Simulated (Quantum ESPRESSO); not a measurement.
Band energies of Ba₂CdB₂O₆

```
Ba2CdB2O6
1.0
    4.90201    -2.70225     0.00000
    4.90201     2.70225     0.00000
   -3.17156     0.00000     5.97754
B O Cd Ba
2 6 1 2
Direct
  0.43930   0.43930   0.23810
  0.56070   0.56070   0.76190
  0.29767   0.74431   0.27170
  0.70233   0.25569   0.72830
  0.25569   0.70233   0.72830
  0.74431   0.29767   0.27170
  0.28228   0.28228   0.17352
  0.71772   0.71772   0.82648
  0.00000   0.00000   0.00000
  0.78992   0.78992   0.31043
  0.21008   0.21008   0.68957
```

PBEsol (Quantum ESPRESSO, PseudoDojo norm-conserving, 102 Ry, scalar-relativistic); path ΓYFLI,I1ZHF1,H1Y1XΓN,MΓ; energies in eV from the valence-band maximum.

| k (1/Å) | point | band 37 | band 38 | band 39 | band 40 | band 41 | band 42 | band 43 | band 44 |
|---|---|---|---|---|---|---|---|---|---|
| 0.00 | Γ | -0.83 | -0.58 | -0.42 | -0.15 | 0.00 | 2.96 | 4.42 | 5.23 |
| 0.37 |  | -0.94 | -0.77 | -0.38 | -0.18 | -0.09 | 3.71 | 5.00 | 5.53 |
| 0.91 |  | -1.09 | -0.99 | -0.41 | -0.31 | -0.15 | 4.29 | 5.38 | 5.61 |
| 1.28 | Y | -1.09 | -1.03 | -0.49 | -0.26 | -0.11 | 4.13 | 4.78 | 5.40 |
| 1.84 |  | -1.04 | -0.84 | -0.34 | -0.24 | -0.11 | 3.68 | 4.97 | 5.42 |
| 2.22 | F | -0.82 | -0.63 | -0.58 | -0.14 | -0.02 | 3.50 | 4.60 | 5.47 |
| 2.41 |  | -0.92 | -0.71 | -0.37 | -0.18 | -0.05 | 3.33 | 4.68 | 5.36 |
| 2.78 |  | -1.12 | -1.02 | -0.44 | -0.30 | -0.12 | 4.07 | 4.91 | 5.54 |
| 2.97 | L | -1.17 | -1.10 | -0.48 | -0.33 | -0.14 | 4.42 | 5.12 | 5.46 |
| 2.97 | I | -1.12 | -1.09 | -0.71 | -0.37 | -0.30 | 4.57 | 5.11 | 5.49 |
| 4.68 | I1 | -1.12 | -1.09 | -0.71 | -0.37 | -0.30 | 4.57 | 5.11 | 5.49 |
| 5.25 |  | -0.93 | -0.86 | -0.65 | -0.49 | -0.31 | 4.75 | 4.96 | 5.82 |
| 5.64 | Z | -0.79 | -0.75 | -0.68 | -0.12 | -0.04 | 4.15 | 4.80 | 6.10 |
| 6.16 |  | -1.00 | -0.92 | -0.37 | -0.26 | -0.17 | 4.32 | 5.58 | 6.02 |
| 6.68 |  | -0.95 | -0.74 | -0.35 | -0.19 | -0.07 | 3.42 | 4.77 | 5.35 |
| 7.03 |  | -0.87 | -0.70 | -0.50 | -0.15 | -0.02 | 3.27 | 4.45 | 5.19 |
| 7.38 | H | -1.10 | -1.07 | -0.47 | -0.30 | -0.12 | 4.14 | 4.84 | 5.43 |
| 7.56 |  | -1.05 | -0.89 | -0.39 | -0.26 | -0.10 | 3.67 | 4.77 | 5.43 |
| 7.92 |  | -0.90 | -0.76 | -0.45 | -0.16 | -0.08 | 3.81 | 4.96 | 5.70 |
| 8.45 | F1 | -0.82 | -0.63 | -0.58 | -0.14 | -0.02 | 3.50 | 4.60 | 5.47 |
| 8.45 | H1 | -1.10 | -1.07 | -0.47 | -0.30 | -0.12 | 4.14 | 4.84 | 5.43 |
| 8.83 |  | -0.87 | -0.65 | -0.40 | -0.17 | -0.02 | 3.05 | 4.45 | 5.22 |
| 9.20 |  | -0.94 | -0.86 | -0.48 | -0.19 | -0.06 | 3.49 | 4.50 | 5.19 |
| 9.39 | Y1 | -1.09 | -1.03 | -0.49 | -0.26 | -0.11 | 4.13 | 4.78 | 5.40 |
| 9.75 |  | -1.01 | -0.90 | -0.34 | -0.26 | -0.17 | 4.28 | 5.63 | 6.07 |
| 9.93 | X | -1.04 | -0.87 | -0.27 | -0.25 | -0.18 | 4.18 | 5.67 | 5.99 |
| 10.26 |  | -0.97 | -0.95 | -0.73 | -0.47 | -0.40 | 4.60 | 5.47 | 5.94 |
| 10.59 |  | -1.01 | -0.97 | -0.77 | -0.50 | -0.46 | 4.38 | 4.77 | 5.76 |
| 11.09 | Γ | -0.83 | -0.58 | -0.42 | -0.15 | 0.00 | 2.96 | 4.42 | 5.23 |
| 11.57 |  | -0.93 | -0.74 | -0.61 | -0.35 | -0.27 | 4.31 | 5.00 | 5.69 |
| 11.89 |  | -1.10 | -0.87 | -0.71 | -0.54 | -0.33 | 4.91 | 5.17 | 5.67 |
| 12.05 | N | -1.10 | -0.89 | -0.73 | -0.58 | -0.34 | 4.94 | 5.10 | 5.72 |
| 12.05 | M | -0.95 | -0.93 | -0.78 | -0.52 | -0.40 | 4.79 | 5.01 | 5.26 |
| 12.22 |  | -1.04 | -0.82 | -0.72 | -0.47 | -0.38 | 4.37 | 4.96 | 5.36 |
| 12.74 | Γ | -0.83 | -0.58 | -0.42 | -0.15 | 0.00 | 2.96 | 4.42 | 5.23 |

The PBEsol gap is direct, 2.96 eV at Γ. Another valence extremum on the path lies within 0.02 eV, too close to call.

Spin-orbit splittings are left out.

Geometry of the Materials Project entry, not relaxed at this level.

The structure is a Materials Project entry; no match was found in the copy of COD used, and its stability was not checked.
